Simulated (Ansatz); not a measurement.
C in space group Ibam (No. 72; C on 8j, C on 4a), the program Ansatz at the PBEsol level (PAW). The conduction-band minimum lies on the Γ–X line, 88 % of the way from Γ, with 2 equivalent valleys. Second derivatives d²E/dk² of the lowest band at one valley (eV·Å²), along Cartesian directions:

| direction | d²E/dk² |
|---|---|
| [100] | 14.36 |
| [010] | 4.913 |
| [001] | 1.929 |
| [110] | 9.628 |
| [101] | 8.142 |
| [011] | 3.415 |

Question: Find the principal effective masses, the density-of-states mass and the conductivity mass.

Answer: Off-diagonal terms follow from H_xy = H[110] − (H_xx + H_yy)/2, and m*/mₑ = 7.620 eV·Å² over each eigenvalue: 0.53, 1.6, 4.0. One valley's DOS mass (m₁m₂m₃)^(1/3) = 1.5, conductivity mass 3/(Σ 1/mᵢ) = 1.1 mₑ.

Question: What effective density of states Nc follows at 300 K for parabolic valleys?

Answer: Nc = 2.509e19 × 2 × (1.5)^(3/2) ≈ 9.2e19 cm⁻³.

Question: With the computed static dielectric constant 7.75 (mean of the diagonal), estimate a hydrogenic donor's binding energy and radius.

Answer: E = 13.606 eV × 1.1/7.75² ≈ 250 meV; a = 0.529 Å × ε/m* ≈ 3.7 Å. Semilocal masses tend to be too small when the gap is underestimated.

The start of the workflow was typed in or built on a structure type; neither database checked (COD, Materials Project) lists it. It is not the phase usual at ambient conditions (space group No. 194, 227). The PBEsol relaxation kept the symmetry of its start; whether a distortion lowers the energy is not shown. The volume moved by 18 % from the start of the relaxation.

Potentials: the later of the program's two PAW sets.
